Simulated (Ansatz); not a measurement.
# YbNi3 in the AuCu3-type structure

Method: PBEsol, scalar-relativistic; collinear spin; PAW, 420 eV, Γ-centred 8×8×8 mesh, 0.05 eV Gaussian smearing; code Ansatz. The datasets are Ansatz's generated set soft_2.

Space group Pm-3m (No. 221). a = 3.762 Å, b = 3.762 Å, c = 3.762 Å, α = 90.00°, β = 90.00°, γ = 90.00°
```tsv
atom	site	symmetry	x	y	z
Yb	1a	m-3m	0.0000	0.0000	0.0000
Ni	3c	4/mm.m	0.0000	0.5000	0.5000
```

The cell came from substitution into a structure type; whether the compound takes it is for experiment to say.

Magnetic state: ferromagnetic, site spin moments Yb 0.47; Ni 0.30 μB.

The cell above was scaled in volume, its shape and atoms being fixed by the lattice's symmetry. Energies are counted from the cell above.

Cell and atoms are those of this level's equilibrium.

```json
{"V (Å³/atom)": "12.78", "ΔE (meV/atom)": "9.7", "P (GPa)": "6.1", "largest moment (μB)": "0.48"}
{"V (Å³/atom)": "13.05", "ΔE (meV/atom)": "2.3", "P (GPa)": "2.9", "largest moment (μB)": "0.48"}
{"V (Å³/atom)": "13.31", "ΔE (meV/atom)": "0.0", "P (GPa)": "0.0", "largest moment (μB)": "0.47"}
{"V (Å³/atom)": "13.58", "ΔE (meV/atom)": "2.3", "P (GPa)": "-2.6", "largest moment (μB)": "0.47"}
{"V (Å³/atom)": "13.85", "ΔE (meV/atom)": "8.6", "P (GPa)": "-4.9", "largest moment (μB)": "0.46"}
```

Task: What do the points give for the equilibrium volume, the bulk modulus and its pressure derivative (third-order Birch–Murnaghan)?

Result: V0 = 13.31 Å³/atom, B0 = 137 GPa, B0′ = 4.6.

B0·V0 = 136.9 GPa × 13.31 Å³ = 11.38 eV/atom sets the scale: near the minimum ΔE ≈ ½ B0 V0 x², with x = V/V0 − 1, and a pressure of 1.4 GPa squeezes the volume by about 1 %. At the ends of the curve: x = −4.0 % predicts 9.0 meV/atom and the run gives 9.7; x = +4.0 % predicts 9.2 meV/atom and the run gives 8.6. The curve is steeper than the parabola on the compressed side and flatter on the expanded side: the bulk modulus rises with pressure.

Without a U the 4f levels of Yb lie too near the Fermi level, so their share of the states there, and what hangs on it, is overstated. These numbers lack spin–orbit coupling. Site moments are of spin, integrated over atomic spheres. Only parallel moments were tried, so the real magnetic order may be another. The run is a metal.
